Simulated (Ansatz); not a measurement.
NbC (NiAs type, P6_3/mmc) at seven volumes, PBEsol (plane waves, PAW; program Ansatz), shape and atoms relaxed at each. One row is withheld.

```csv
V (Å³/atom),P (GPa)
9.999,36.12
10.328,22.17
10.658,10.23
10.988,0.00
11.317,-8.76
11.647,-16.26
11.977,?
```

Task: Fit the shown pressures and predict the withheld one.

Result: Third-order Birch–Murnaghan: P = (3/2)B₀(x^(7/2) − x^(5/2))[1 + (3/4)(B′ − 4)(x − 1)] with x = (V₀/V)^(2/3). Least squares on the six rows gives V₀ = 10.988 Å³/atom, B₀ = 314.9 GPa, B′ = 4.14. At V = 11.977, x = 0.9442 and P = -22.71 GPa. The run itself gave -22.67 GPa.

The workflow started from a Materials Project entry (that database holds measured and hypothetical structures alike); the Crystallography Open Database copy checked does not list it. It is not the phase usual at ambient conditions (space group No. 225). The PBEsol relaxation kept the symmetry of its start; whether a distortion lowers the energy is not shown. The run is not spin-polarised.

Potentials: the later of the program's two PAW sets.
